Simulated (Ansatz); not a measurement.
## Calculated with Ansatz: CeGaPd, relaxation

input.yaml:

```yaml
crystal:
  lattice:
    - [7.038682, 0.0, 0.0]
    - [0.0, 4.495885, 0.0]
    - [0.0, 0.0, 7.788847]
  atoms:
    - { symbol: Ce, position: [0.975, 0.25, 0.697] }
    - { symbol: Ce, position: [0.525, 0.75, 0.197] }
    - { symbol: Ce, position: [0.475, 0.25, 0.803] }
    - { symbol: Ce, position: [0.025, 0.75, 0.303] }
    - { symbol: Pd, position: [0.215, 0.25, 0.107] }
    - { symbol: Pd, position: [0.285, 0.75, 0.607] }
    - { symbol: Pd, position: [0.715, 0.25, 0.393] }
    - { symbol: Pd, position: [0.785, 0.75, 0.893] }
    - { symbol: Ga, position: [0.327, 0.25, 0.415] }
    - { symbol: Ga, position: [0.173, 0.75, 0.915] }
    - { symbol: Ga, position: [0.827, 0.25, 0.085] }
    - { symbol: Ga, position: [0.673, 0.75, 0.585] }
kpoints:
  mp_grid: { grid: [3, 5, 3], shift: [0, 0, 0] }
magnetization:
  spin_polarized: false
scf:
  occupations: { method: fermi_dirac }
  lower_state_search: "off"
hamiltonian:
  pseudopotentials: { kind: paw }
  xc: r2scan
basis:
  ecutwfc: 500
  fft_grid_basis: typed
relax:
  max_steps: 40
  f_tol: 0.03
output:
  forces: true
  stress: true
  eigenvalues: true
  bader: true
  populations: true
  elf: true
  write_potential: true
  volumetric_format: npy
  dos:
    e_range: [-12, 8]
    de: 0.05
    projected: { site_lists: { Ce: [Ce], Ga: [Ga], Pd: [Pd] } }
  write_density: true
checkpoint:
  read: saved_state
```

Run with:

```bash
ansatz run input.yaml --threads 2 --pin off --max-ram 3584MiB --backend cpu --events-out ev --progress --plain --runs-dir out
```

Origin of the cell: a known structure type with other elements, at an estimated volume, so it need not be a known compound.

The smearing width isn't typed, so it takes its default of 0.1 eV.

The saved state is a converged single point of the same cell.

Steps:

| step | ΔF (meV/atom) | max force component (eV/Å) | SCF iterations | step was |
| --- | --- | --- | --- | --- |
| 1 | 0.0 | 0.714 | 18 | accepted |
| 2 | -17.6 | 0.242 | 8 | accepted |
| 3 | -19.9 | 0.128 | 11 | accepted |
| 4 | -20.7 | 0.023 | 9 | accepted |
| 5 | -20.7 | 0.022 | 5 | accepted |

Step 1, with forces in eV/Å:

```xyz
12
Lattice="7.039 0.000 0.000 0.000 4.496 0.000 0.000 0.000 7.789" Properties=species:S:1:pos:R:3:forces:R:3 pbc="T T T" step=1
Ce    6.863    1.124    5.429    0.064    0.000    0.107
Ce    3.695    3.372    1.534   -0.064    0.000    0.107
Ce    3.343    1.124    6.254    0.064    0.000   -0.107
Ce    0.176    3.372    2.360   -0.064    0.000   -0.107
Pd    1.513    1.124    0.833   -0.047    0.000   -0.714
Pd    2.006    3.372    4.728    0.047    0.000   -0.714
Pd    5.033    1.124    3.061   -0.047    0.000    0.714
Pd    5.525    3.372    6.955    0.047    0.000    0.714
Ga    2.302    1.124    3.232    0.081    0.000    0.700
Ga    1.218    3.372    7.127   -0.081    0.000    0.700
Ga    5.821    1.124    0.662    0.081    0.000   -0.700
Ga    4.737    3.372    4.556   -0.081    0.000   -0.700
```

Step 2, with forces in eV/Å:

```xyz
12
Lattice="7.039 0.000 0.000 0.000 4.496 0.000 0.000 0.000 7.789" Properties=species:S:1:pos:R:3:forces:R:3 pbc="T T T" step=2
Ce    6.886    1.124    5.495    0.047    0.000   -0.095
Ce    3.672    3.372    1.600   -0.047    0.000   -0.095
Ce    3.366    1.124    6.188    0.047    0.000    0.095
Ce    0.153    3.372    2.294   -0.047    0.000    0.095
Pd    1.539    1.124    0.761    0.021    0.000   -0.242
Pd    1.980    3.372    4.656   -0.021    0.000   -0.242
Pd    5.058    1.124    3.133    0.021    0.000    0.242
Pd    5.500    3.372    7.028   -0.021    0.000    0.242
Ga    2.290    1.124    3.272   -0.090    0.000    0.156
Ga    1.229    3.372    7.167    0.090    0.000    0.156
Ga    5.809    1.124    0.622   -0.090    0.000   -0.156
Ga    4.749    3.372    4.517    0.090    0.000   -0.156
```

Step 3, with forces in eV/Å:

```xyz
12
Lattice="7.039 0.000 0.000 0.000 4.496 0.000 0.000 0.000 7.789" Properties=species:S:1:pos:R:3:forces:R:3 pbc="T T T" step=3
Ce    6.919    1.124    5.500    0.002    0.000    0.128
Ce    3.639    3.372    1.606   -0.002    0.000    0.128
Ce    3.400    1.124    6.183    0.002    0.000   -0.128
Ce    0.119    3.372    2.288   -0.002    0.000   -0.128
Pd    1.555    1.124    0.684   -0.072    0.000    0.065
Pd    1.965    3.372    4.578    0.072    0.000    0.065
Pd    5.074    1.124    3.211   -0.072    0.000   -0.065
Pd    5.484    3.372    7.105    0.072    0.000   -0.065
Ga    2.219    1.124    3.263    0.082    0.000    0.003
Ga    1.301    3.372    7.158   -0.082    0.000    0.003
Ga    5.738    1.124    0.631    0.082    0.000   -0.003
Ga    4.820    3.372    4.526   -0.082    0.000   -0.003
```

Step 4, with forces in eV/Å:

```xyz
12
Lattice="7.039 0.000 0.000 0.000 4.496 0.000 0.000 0.000 7.789" Properties=species:S:1:pos:R:3:forces:R:3 pbc="T T T" step=4
Ce    6.923    1.124    5.512   -0.007    0.000    0.000
Ce    3.635    3.372    1.618    0.007    0.000    0.000
Ce    3.404    1.124    6.171   -0.007    0.000    0.000
Ce    0.116    3.372    2.277    0.007    0.000    0.000
Pd    1.527    1.124    0.703    0.023    0.000   -0.003
Pd    1.992    3.372    4.597   -0.023    0.000   -0.003
Pd    5.047    1.124    3.192    0.023    0.000    0.003
Pd    5.511    3.372    7.086   -0.023    0.000    0.003
Ga    2.229    1.124    3.270    0.004    0.000   -0.004
Ga    1.290    3.372    7.164   -0.004    0.000   -0.004
Ga    5.749    1.124    0.625    0.004    0.000    0.004
Ga    4.809    3.372    4.519   -0.004    0.000    0.004
```

Step 5, with forces in eV/Å:

```xyz
12
Lattice="7.039 0.000 0.000 0.000 4.496 0.000 0.000 0.000 7.789" Properties=species:S:1:pos:R:3:forces:R:3 pbc="T T T" step=5
Ce    6.923    1.124    5.512   -0.007    0.000   -0.001
Ce    3.635    3.372    1.618    0.007    0.000   -0.001
Ce    3.404    1.124    6.171   -0.007    0.000    0.001
Ce    0.116    3.372    2.277    0.007    0.000    0.001
Pd    1.527    1.124    0.703    0.022    0.000   -0.002
Pd    1.992    3.372    4.597   -0.022    0.000   -0.002
Pd    5.047    1.124    3.192    0.022    0.000    0.002
Pd    5.511    3.372    7.086   -0.022    0.000    0.002
Ga    2.229    1.124    3.270    0.003    0.000   -0.004
Ga    1.290    3.372    7.164   -0.003    0.000   -0.004
Ga    5.749    1.124    0.625    0.003    0.000    0.004
Ga    4.809    3.372    4.519   -0.003    0.000    0.004
```

```yaml
Free_energy_lowered_by: 20.7 meV/atom
Final_pressure: -0.48 GPa
Relaxation_steps_listed: 5
Gap_on_the_mesh: none (metal)
```

Caveats: f shells without a U or exact exchange are poorly placed; no spin polarisation, so a magnetic state may lie lower; no spin-orbit coupling, though heavy elements are present; the SCF threshold is looser than advised for a stress; the relaxation held the start's symmetry, so the end may be a saddle point.

It ran for 330 s of wall time on 2 CPU thread(s) of a shared host, from a saved density.
